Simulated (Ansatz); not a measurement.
Br:
```yaml
crystal:
  lattice:
    - [3.49206, -2.07372, 0.00000]
    - [3.49206, 2.07372, 0.00000]
    - [0.00000, 0.00000, 8.57791]
  atoms:
    - { symbol: Br, position: [0.65097, 0.34903, 0.38087] }
    - { symbol: Br, position: [0.84903, 0.15097, 0.88087] }
    - { symbol: Br, position: [0.15097, 0.84903, 0.11913] }
    - { symbol: Br, position: [0.34903, 0.65097, 0.61913] }
```

Relaxed with PBE+D3(BJ). Special points in fractions of this cell's reciprocal vectors: Γ (0.000, 0.000, 0.000); Y (0.500, 0.500, 0.000); F0 (0.338, 0.662, 0.000); Δ0 (-0.338, 0.338, 0.000); Z (0.000, 0.000, 0.500); B0 (-0.338, 0.338, 0.500); G0 (0.338, 0.662, 0.500); T (0.500, 0.500, 0.500); S (0.000, 0.500, 0.000); R (0.000, 0.500, 0.500).

List the band energies nearest the valence-band maximum at these points for PBE+D3(BJ) (plane waves, PAW; program Ansatz).

In eV from the valence-band maximum; about four levels below and three above (degenerate sets whole), none deeper than 8.9 eV; points with the same levels are listed once.

| k | below | above |
|---|---|---|
| Γ | -1.42 -0.60 -0.44 0.00 | 1.36 2.28 5.94 |
| Y | -2.02 -2.01 -1.56 -0.71 -0.24 | 1.32 2.08 6.76 |
| F0 | -1.59 -1.17 -0.91 -0.31 | 1.98 2.19 8.28 |
| Z | -1.12 -1.12 -0.19 -0.19 | 1.62 1.62 6.58 6.58 |
| B0 | -0.83 -0.83 -0.51 -0.51 | 1.90 1.90 8.60 8.60 |
| T | -1.28 -1.28 -0.98 -0.98 | 1.54 1.54 7.88 7.88 |
| S | -1.50 -1.50 -0.68 -0.68 | 2.44 2.44 6.85 6.85 |
| R | -0.84 -0.84 -0.05 -0.05 | 1.75 1.75 7.27 7.27 |

Space group Cmce (molecular I2 type). The PBE+D3(BJ) relaxation kept the symmetry of its start. The substance is a gas or liquid at ambient conditions; this is its low-temperature solid. Spin–orbit coupling is left out wherever it is not named.

Potentials: the later of the program's two PAW sets.
